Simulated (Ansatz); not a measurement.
Geometry optimisation in Ansatz: input, command and trajectory.

```yaml
crystal:
  lattice:
    - [3.1742229892, 0.0, 0.0]
    - [-1.5871114946, 2.7489577459, 0.0]
    - [0.0, 0.0, 12.0867592664]
  atoms:
    - { symbol: W, position: [0.3333333333, 0.6666666667, 0.25] }
    - { symbol: W, position: [0.6666666667, 0.3333333333, 0.75] }
    - { symbol: Se, position: [0.3333333333, 0.6666666667, 0.6121042529] }
    - { symbol: Se, position: [0.6666666667, 0.3333333333, 0.1121042529] }
    - { symbol: Se, position: [0.3333333333, 0.6666666667, 0.8878957471] }
    - { symbol: Se, position: [0.6666666667, 0.3333333333, 0.3878957471] }
basis:
  ecutwfc: 420
kpoints:
  mp_grid: { grid: [12, 12, 2] }
hamiltonian:
  xc: pbesol
  dispersion: d3bj
scf:
  occupations: { method: gaussian, width: 0.02 }
output:
  forces: true
  stress: true
  eigenvalues: true
  write_density: true
  write_potential: true
  elf: true
  volumetric_format: npy
relax:
  adjacent_minimum: "off"
  f_tol: 0.01
  max_steps: 30
  cell: { stress_tol: 0.1, fix: [volume] }
```

```bash
ansatz run input.yaml --threads 1 --pin off --max-ram 2560MiB --backend cpu --events-out ev --progress --plain --runs-dir out
```

All numbers below come from DFT PBEsol+D3(BJ), scalar-relativistic, plane waves, PAW in Ansatz.

The volume is held at 0.94 times that of the relaxed cell.

Of 6 frames 5 are shown, positions in Å and forces in eV/Å; the SCF threshold varies from step to step. Steps run on the plane waves of an earlier cell, with a Pulay correction in the pressure. The basis is chosen afresh for the last frame, the zero of the energies, and at times for earlier ones too; energy and pressure step there, also at an unchanged geometry. The mark taken_back stands on steps that the optimiser undid.

```xyz
6
Lattice="3.1742 0.0000 0.0000 -1.5871 2.7490 0.0000 0.0000 0.0000 12.0868" Properties=species:S:1:pos:R:3:forces:R:3 pbc="T T T" step=1 free_energy_over_end_meV_per_atom=4.78 pressure_GPa=8.32
W     0.0000    1.8326    3.0217    0.0000    0.0000    0.0000
W     1.5871    0.9163    9.0651    0.0000    0.0000    0.0000
Se    0.0000    1.8326    7.3984    0.0000    0.0000   -0.5443
Se    1.5871    0.9163    1.3550    0.0000    0.0000   -0.5443
Se    0.0000    1.8326   10.7318    0.0000    0.0000    0.5443
Se    1.5871    0.9163    4.6884    0.0000    0.0000    0.5443
6
Lattice="3.2015 0.0000 0.0000 -1.6008 2.7726 0.0000 0.0000 0.0000 11.8815" Properties=species:S:1:pos:R:3:forces:R:3 pbc="T T T" step=2 free_energy_over_end_meV_per_atom=8.41 pressure_GPa=2.50 taken_back
W     0.0000    1.8484    2.9704    0.0000    0.0000    0.0000
W     1.6008    0.9242    8.9111    0.0000    0.0000    0.0000
Se    0.0000    1.8484    7.2071    0.0000    0.0000    0.6209
Se    1.6008    0.9242    1.2664    0.0000    0.0000    0.6209
Se    0.0000    1.8484   10.6151    0.0000    0.0000   -0.6209
Se    1.6008    0.9242    4.6744    0.0000    0.0000   -0.6209
6
Lattice="3.1732 0.0000 0.0000 -1.5866 2.7480 0.0000 0.0000 0.0000 12.0948" Properties=species:S:1:pos:R:3:forces:R:3 pbc="T T T" step=3 free_energy_over_end_meV_per_atom=0.46 pressure_GPa=5.33
W     0.0000    1.8320    3.0237    0.0000    0.0000    0.0000
W     1.5866    0.9160    9.0711    0.0000    0.0000    0.0000
Se    0.0000    1.8320    7.3749    0.0000    0.0000    0.0806
Se    1.5866    0.9160    1.3275    0.0000    0.0000    0.0806
Se    0.0000    1.8320   10.7673    0.0000    0.0000   -0.0806
Se    1.5866    0.9160    4.7199    0.0000    0.0000   -0.0806
6
Lattice="3.1889 0.0000 0.0000 -1.5945 2.7617 0.0000 0.0000 0.0000 11.9755" Properties=species:S:1:pos:R:3:forces:R:3 pbc="T T T" step=4 free_energy_over_end_meV_per_atom=0.33 pressure_GPa=5.39
W     0.0000    1.8411    2.9939    0.0000    0.0000    0.0000
W     1.5945    0.9206    8.9816    0.0000    0.0000    0.0000
Se    0.0000    1.8411    7.2985    0.0000    0.0000    0.0080
Se    1.5945    0.9206    1.3108    0.0000    0.0000    0.0080
Se    0.0000    1.8411   10.6647    0.0000    0.0000   -0.0080
Se    1.5945    0.9206    4.6769    0.0000    0.0000   -0.0080
6
Lattice="3.1815 0.0000 0.0000 -1.5907 2.7552 0.0000 0.0000 0.0000 12.0316" Properties=species:S:1:pos:R:3:forces:R:3 pbc="T T T" step=6 free_energy_over_end_meV_per_atom=0.00 pressure_GPa=5.55
W     0.0000    1.8368    3.0079    0.0000    0.0000    0.0000
W     1.5907    0.9184    9.0237    0.0000    0.0000    0.0000
Se    0.0000    1.8368    7.3364    0.0000    0.0000    0.0002
Se    1.5907    0.9184    1.3206    0.0000    0.0000    0.0002
Se    0.0000    1.8368   10.7110    0.0000    0.0000   -0.0002
Se    1.5907    0.9184    4.6952    0.0000    0.0000   -0.0002
```

The run took 89 s on 1 thread of Intel(R) Xeon(R) Platinum 8259CL CPU @ 2.50GHz (Skylake/Cascade Lake), with other jobs on the host, peak memory 0.56 GiB.

Spin–orbit coupling is left out, which can shift energies with elements as heavy as these.